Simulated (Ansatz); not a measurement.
SrCd2Sb2:
Space group P-3m1 (No. 164); a = b = 4.750 Å, c = 7.879 Å, α = β = 90.00°, γ = 120.00°

| atom | site | symmetry | x | y | z |
|---|---|---|---|---|---|
| Sr | 1a | -3m. | 0.0000 | 0.0000 | 0.0000 |
| Cd | 2d | 3m. | 0.6667 | 0.3333 | 0.3686 |
| Sb | 2d | 3m. | 0.3333 | 0.6667 | 0.2517 |

Relaxed with r²SCAN. 

Question: HSE06 on this cell (Ansatz, a first-principles code, PAW) gives a gap of 0.61 eV. What does r²SCAN give?

Answer: 0.35 eV.

Cost on shared cores: the r²SCAN run (SCF on a 7×7×4 mesh, then bands and DOS) roughly 2.0 core-minutes, the HSE06 run (SCF on 4×4×2, then a few points) about 90 core-seconds (a rough figure); the tasks are unlike.

The workflow started from an entry of the Crystallography Open Database (COD). Its standing as an ambient phase is unchecked. Symmetry was held in the r²SCAN relaxation; whether a distortion lowers the energy is not shown. Scalar-relativistic: spin–orbit coupling is off unless named, which matters more the heavier the elements.

Potentials: the later of the program's two PAW sets.

Ansatz is a plane-wave DFT program.
